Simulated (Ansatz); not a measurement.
RbBr:
```
RbBr
1.0
    0.00000     3.46295     3.46295
    3.46295     0.00000     3.46295
    3.46295     3.46295     0.00000
Rb Br
1 1
Direct
  0.00000   0.00000   0.00000
  0.50000   0.50000   0.50000
```

Relaxed with r²SCAN. Special points in fractions of this cell's reciprocal vectors: Γ (0.000, 0.000, 0.000); X (0.500, 0.000, 0.500); U (0.625, 0.250, 0.625); K (0.375, 0.375, 0.750); L (0.500, 0.500, 0.500); W (0.500, 0.250, 0.750).

### Question
List the band energies nearest the valence-band maximum at these points for DFT-r²SCAN in the program Ansatz with PAW potentials.

### Answer
In eV from the valence-band maximum; about four levels below and three above (degenerate sets whole), none deeper than 8.9 eV; points with the same levels are listed once.

| k | below | above |
|---|---|---|
| Γ | -8.77 -8.77 -8.77 0.00 0.00 0.00 | 4.89 7.87 7.87 7.87 |
| X | -8.83 -8.83 -0.47 -0.16 -0.16 | 6.10 7.83 9.56 |
| U | -8.79 -0.46 -0.41 -0.25 | 6.81 8.58 8.81 |
| L | -8.72 -0.92 -0.32 -0.32 | 7.21 8.17 10.13 10.13 |
| W | -8.75 -0.45 -0.34 -0.34 | 7.54 7.54 9.01 |

Space group Fm-3m (rock salt). The r²SCAN relaxation kept the symmetry of its start. Spin–orbit coupling is left out wherever it is not named.

Potentials: the later of the program's two PAW sets.
